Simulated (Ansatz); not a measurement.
# Phonons of BiS (rocksalt structure)

The computed numbers are results of PBEsol, scalar-relativistic (no spin polarisation) in the plane-wave PAW code Ansatz at 420 eV, Gaussian smearing of 0.15 eV; PAW files: Ansatz's generated set soft_2.

```cif
data_structure
_symmetry_space_group_name_H-M 'P 1'
_symmetry_Int_Tables_number 1
_cell_length_a 4.1412
_cell_length_b 4.1412
_cell_length_c 4.1412
_cell_angle_alpha 60.000
_cell_angle_beta 60.000
_cell_angle_gamma 60.000
_cell_volume 50.22
loop_
_atom_site_label
_atom_site_type_symbol
_atom_site_fract_x
_atom_site_fract_y
_atom_site_fract_z
_atom_site_occupancy
Bi1 Bi 0.50000 0.50000 0.50000 1
S1 S 0.00000 0.00000 0.00000 1
```

This is a trial structure made by placing the elements on a prototype's sites, so it needn't be the stable form.

Force constants come from finite displacements in a 2×2×2 supercell (the unit cell's 10×10×10 k-mesh, folded to it); the long-range dipole term is not included. Points in reciprocal vectors of this cell: Γ = (0.000, 0.000, 0.000), X = (0.500, 0.000, 0.500), U = (0.625, 0.250, 0.625), K = (0.375, 0.375, 0.750), L = (0.500, 0.500, 0.500), W = (0.500, 0.250, 0.750).

Frequencies at the named points (cm⁻¹, imaginary ones negative):
```
point               ω (cm⁻¹)
    Γ      0 0 0 148 148 148
    X  -101 -92 -92 68 68 74
    U      30 36 56 70 79 84
    K      30 36 56 70 79 84
    L   60 60 94 169 169 191
    W      30 30 58 65 79 79
```

Q: Is the structure dynamically stable along this path, and where does the spectrum end?

A: No: a branch is imaginary, down to 101i cm⁻¹ at X. The highest frequency is 191 cm⁻¹, at L. Points that don't fit the supercell are interpolated.

The crystal is a metal or nearly so; low and unstable modes depend on mesh and smearing.

It ran for 38 s on 4 threads of Arm Neoverse V1 (shared host), peak memory 1.5 GiB.

These numbers lack spin–orbit coupling.
